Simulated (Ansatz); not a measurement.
A generator proposed this cell of In3P.

```
CELL_PARAMETERS angstrom
5.67812 0.00000 0.00000
0.00000 5.67812 0.00000
0.00000 0.00000 5.67812
ATOMIC_POSITIONS crystal
In 0.25000 0.00000 0.50000
In 0.75000 0.00000 0.50000
In 0.00000 0.50000 0.25000
In 0.00000 0.50000 0.75000
In 0.50000 0.75000 0.00000
In 0.50000 0.25000 0.00000
P 0.00000 0.00000 0.00000
P 0.50000 0.50000 0.50000
```

The calculation used Ansatz, DFT PBE, scalar-relativistic, plane waves, PAW. Plane waves to 420 eV, a k mesh through Γ of 4×4×4 on the computed 8-atom cell and Gaussian smearing (0.10 eV); no spin polarisation.

Energies over the elements count from the elements' standard structures at the same level, with no fitted energy shifts. The references include black phosphorus.

Question: What does a single point on this coarse mesh give?

Answer: The pressure is 5.1 GPa (it wants to expand), the largest force is 0.00 eV/Å (symmetry fixes the atoms), and the energy is +0.28 eV/atom against the elements. The shortest distance is 2.84 Å.

Question: How much does it gain on relaxing, and where does it end?

Answer: Relaxing gains under 0.1 eV/atom (the start's value is from the coarse mesh, so the gain is rough) in 7 ionic steps and ends at +0.25 eV/atom on the finer mesh. The symmetry stays Pm-3n (No. 223). The end has the A15 type. The volume per atom grows by 10.0 %, from 22.9 to 25.2 Å³. The shortest distance goes from 2.84 Å (In–In) to 2.93 Å (In–In). Conventional cell: a = 5.861 Å. In has 2 In at 2.93 Å, 4 P at 3.28 Å and 8 In at 3.59 Å; P is surrounded by 12 In at 3.28 Å.

The last run used a 6×6×6 mesh for its 8-atom cell and Gaussian smearing of 0.10 eV. The reference form of P is held partly by dispersion forces, which this level lacks. The relaxation can't lower the symmetry of the start. Symmetry constrained the relaxation, so the result can be a saddle point.
